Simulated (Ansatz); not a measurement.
The relaxed structure here is a generated cell of BP: the first start was made by a random draw of sites in a space group, and the end was not matched to a known phase here, so it may be hypothetical. Known forms of BP include space group No. 216.

A relaxed structure of BP. Space group P1 (No. 1). Level of theory: r2SCAN (plane waves to 500 eV, PAW, scalar-relativistic; Ansatz, an electronic-structure program).

```xyz
12
Lattice="3.2647 0.0000 0.0000 1.6168 4.5093 0.0000 0.7001 0.7561 9.9831" Properties=species:S:1:pos:R:3 pbc="T T T"
B      0.5860     1.3190     0.4620
B      2.0128     3.1016     4.4458
B      0.7176     1.1258     2.1886
B      4.3824     4.4683     6.7234
B      2.8477     5.1153     9.5549
B      4.7301     4.7076     4.9745
P      2.3811     0.3443     3.0045
P      1.1233     0.6639     7.6408
P      2.1968     2.5605     0.3623
P      3.5895     2.1315     5.0797
P      1.5009     2.8621     2.5466
P      3.7147     2.6758     7.1634
```

```json
{
  "volume_per_atom": "12.25 Å³",
  "band_gap": "no gap (metallic)",
  "shortest_distances": "B–B 1.72 Å; B–P 1.92 Å; P–P 2.16 Å",
  "k-mesh": "13×9×4"
}
```

Band energies at high-symmetry points (eV from the Fermi level; labels of this space group; no spin-orbit coupling), from −5 eV up to 5.0 eV:

```
point                                                                                                                         energies
-----  -------------------------------------------------------------------------------------------------------------------------------
Γ                        -4.56 -3.73 -3.10 -3.01 -2.75 -2.48 -2.20 -1.55 -1.40 -0.39 0.16 1.45 1.77 2.52 2.84 2.98 3.21 3.82 4.24 4.59
X                            -4.93 -4.77 -4.37 -4.06 -3.73 -3.08 -2.54 -2.15 -1.65 -1.06 -0.11 0.98 1.22 2.30 2.36 3.09 3.79 4.17 4.60
Y                       -4.96 -3.30 -3.04 -2.77 -2.69 -2.43 -1.93 -1.47 -1.38 -0.30 -0.10 1.61 1.70 2.40 2.61 2.90 3.54 3.68 3.92 4.41
Z      -3.98 -3.68 -3.63 -3.46 -3.01 -2.84 -2.52 -2.36 -1.89 -1.76 -1.51 -1.05 -0.15 0.04 1.11 1.59 1.93 2.74 3.01 3.82 4.33 4.40 4.91
R                                   -4.86 -4.13 -3.84 -3.27 -3.11 -2.82 -1.96 -1.77 -1.50 0.00 1.30 1.82 2.32 2.71 2.83 3.23 4.24 4.73
T            -3.66 -3.31 -2.97 -2.81 -2.42 -2.13 -1.93 -1.43 -1.32 -0.61 -0.32 -0.09 1.08 1.85 2.68 2.86 3.26 3.67 3.91 4.28 4.65 4.89
U                                   -4.76 -4.19 -3.93 -3.55 -3.18 -2.87 -2.03 -1.63 -1.58 0.09 1.38 1.92 2.39 2.72 2.90 3.83 4.42 4.69
V                                  -4.82 -4.24 -3.97 -3.32 -2.90 -2.42 -2.28 -2.05 -1.00 -0.14 0.82 1.16 1.93 2.35 3.43 3.68 4.18 4.41
```

No spin polarisation in the result.

It was reached from a disturbed copy of a R-3m (No. 166) cell, against which it lies -0.91 eV/atom.
